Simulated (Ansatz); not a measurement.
Convergence test, Al3Cu

Theory: Ansatz 0.2.0, DFT PBEsol, scalar-relativistic, plane waves, PAW.

```yaml
crystal:
  lattice:
    - [3.86879, -0.02214, -0.00874]
    - [-0.02214, 3.92656, -0.04494]
    - [-0.00874, -0.04494, 3.93405]
  atoms:
    - { symbol: Al, position: [0.01256, 0.50085, 0.48835] }
    - { symbol: Al, position: [0.46776, 0.03177, 0.52589] }
    - { symbol: Al, position: [0.51515, 0.51242, 0.98296] }
    - { symbol: Cu, position: [0.01359, 0.98077, 0.00221] }
```

The plane-wave cutoff is 420 eV, the occupation rule is Gaussian smearing, 0.1 eV and the spin treatment is unpolarised.

The atoms are held and the k-point mesh is swept. Energies are extrapolated to zero smearing and count from the reference run, 8×8×8. The cell was strained and its atoms displaced at random, so that forces don't vanish. The meshes are Γ-centred. Pressure is positive in compression.

Question: Tried: 1×1×1, 2×2×2, 4×4×4, 6×6×6, 8×8×8. From which k-point mesh on does the energy per atom stay within 100, 10 and 1 meV of the reference?

Answer: 4×4×4 for 100 meV, 6×6×6 for 10 meV, none but the reference for 1 meV. The reference itself isn't shown to be converged. At 6×6×6, where the energy is within 10 meV, force components still miss by up to 0.011 eV/Å, where the largest force is 1.324 eV/Å.

| mesh | ΔE (meV/atom) | P (GPa) | largest change of a force component (eV/Å) | irreducible points |
| --- | --- | --- | --- | --- |
| 1×1×1 | 1726 | -3.22 | 0.389 | 1 |
| 2×2×2 | 453 | 0.62 | 0.621 | 8 |
| 4×4×4 | 59.1 | -0.25 | 0.072 | 36 |
| 6×6×6 | 7.25 | 0.17 | 0.011 | 112 |
| 8×8×8 | 0.00 | 0.29 | 0.000 | 260 |